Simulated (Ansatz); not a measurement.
Phonons of Cu (fcc, Cu type) at L = (0.5, 0.0, 0.0), X = (0.5, 0.5, 0.0).

Cu (fcc, Cu type)

```
CELL_PARAMETERS angstrom
      0.00000     1.81440     1.81440
      1.81440     0.00000     1.81440
      1.81440     1.81440     0.00000
ATOMIC_POSITIONS crystal
  Cu 0.00000 0.00000 0.00000
```

Level of theory: PBE (plane waves to 420 eV, PAW, scalar-relativistic; Ansatz, a first-principles code). Harmonic phonons by density-functional perturbation theory on a 22×22×22 k mesh, in cm⁻¹ and rounded to 5; i marks imaginary ones, q is in fractions of the reciprocal vectors of the cell shown, and the three acoustic modes at Γ are left out. Cu is run without spin polarisation. Cu was relaxed with its symmetry unable to fall. The PAW data are Ansatz's earlier set.

| q | wavenumbers (cm⁻¹) |
|---|---|
| L = (0.5, 0.0, 0.0) | 115 (×2), 240 |
| X = (0.5, 0.5, 0.0) | 170 (×2), 240 |

The structure shows no imaginary mode at these points (lowest 115 cm⁻¹ at L = (0.5, 0.0, 0.0)); other wave vectors were not tested.

Highest mode: 240 cm⁻¹ at X = (0.5, 0.5, 0.0).
